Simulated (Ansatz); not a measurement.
# Thickness series of a surface: rocksalt TiN (100)

All-electron LAPW in Ansatz 0.2.0 under PBE, scalar-relativistic, energies extrapolated to zero smearing, no spin–orbit coupling, no spin polarisation. The 1×1 slabs (area 9.02 Å²) are cut from the bulk relaxed on PAW files, and their atoms are relaxed; γ counts from the bulk energy, Δd12 is the change of the outer spacing. No reconstruction is allowed, and meshes differ a little between slabs.

```tsv
planes	γ (J/m²)	Φ (eV)	Δd12 (%)
1	1.868	3.81	–
2	1.329	2.68	?
3	1.238	?	-1.6
4	1.306	2.81	-1.6
```

Give the missing entry: row "3", column "Φ (eV)".

2.91.

Give the missing entry: row "2", column "Δd12 (%)".

-2.8.

How far have the values settled with thickness?

Between 3 and 4 planes γ moves by +5.4 % and Φ by -0.09 eV. Thin films carry quantum-size oscillations, so two neighbours that agree don't prove convergence.
